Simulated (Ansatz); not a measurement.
GaAs:
```yaml
crystal:
  lattice:
    - [4.02606, 0.00000, 0.00000]
    - [-2.01303, 3.48667, 0.00000]
    - [0.00000, 0.00000, 8.85233]
  atoms:
    - { symbol: Ga, position: [0.50000, 0.00000, 0.50000] }
    - { symbol: Ga, position: [0.00000, 0.50000, 0.16667] }
    - { symbol: Ga, position: [0.50000, 0.50000, 0.83333] }
    - { symbol: As, position: [0.50000, 0.00000, 0.00000] }
    - { symbol: As, position: [0.00000, 0.50000, 0.66667] }
    - { symbol: As, position: [0.50000, 0.50000, 0.33333] }
```

Relaxed with r²SCAN.

Problem. Map the electron localisation function on the plane through (0.000, 0.500, 0.167) spanned by u = [1, 0, 0] and v = [0, 0, 1] in lattice vectors, from plane-wave PAW r²SCAN (Ansatz code).

Solution. x is the fraction of u, y of v (the angle between them is 90°; rows are the nearest grid lines); atoms in the plane: Ga at (0.00, 0.00), Ga at (0.50, 0.67), As at (0.00, 0.50), As at (0.50, 0.17).
```
|@  .:--===-===--:.  @|
| ..::::... ...::::.. |
|:::::::..   ..:::::::|
|:::-::.........::-:::|
|.....:::::::::::.....|
|  ...:::::::::::...  |
|   .:::::::::::::.   |
|...:::::.   .:::::...|
|++++=-:.     .:-=++++|
|**###*=-:...:-=*###**|
|++*###*--:::--*###*++|
|..-+*##*=---=*##*+-..|
|.:-+**+=:...:=+**+-:.|
|++**++-:.   .:-++**++|
|****+=:..   ..:=+****|
|++=-:....:::....:-=++|
|.....:-=+***+=-:.....|
|  ..-++*******++-..  |
|  .-=+**+=-=+**+=-.  |
|.:-+***+:.-.:+***+-:.|
|:-=+###*=:::=*###+=-:|
|:::-=###*****###=-:::|
| ..:-+##*****##+-:.. |
|@  .:--===-===--:.  @|
```
Scale: ten equal steps from -0.039 (start of ' ') to 1.00 (end of '@'), in the order ' .:-=+*#%@'; x runs from 0.000 to 1.00, y from 0.000 (bottom) to 1.00 (top).

The density is the valence pseudo-density with augmentation charge, so density and ELF within about 1 Å of a nucleus are not all-electron values.

Space group P6_222. The start of the workflow was typed in or built on a structure type; neither database checked (COD, Materials Project) lists it. It is not the phase usual at ambient conditions (space group No. 216). Symmetry was held in the r²SCAN relaxation; whether a distortion lowers the energy is not shown.

Potentials: the later of the program's two PAW sets.
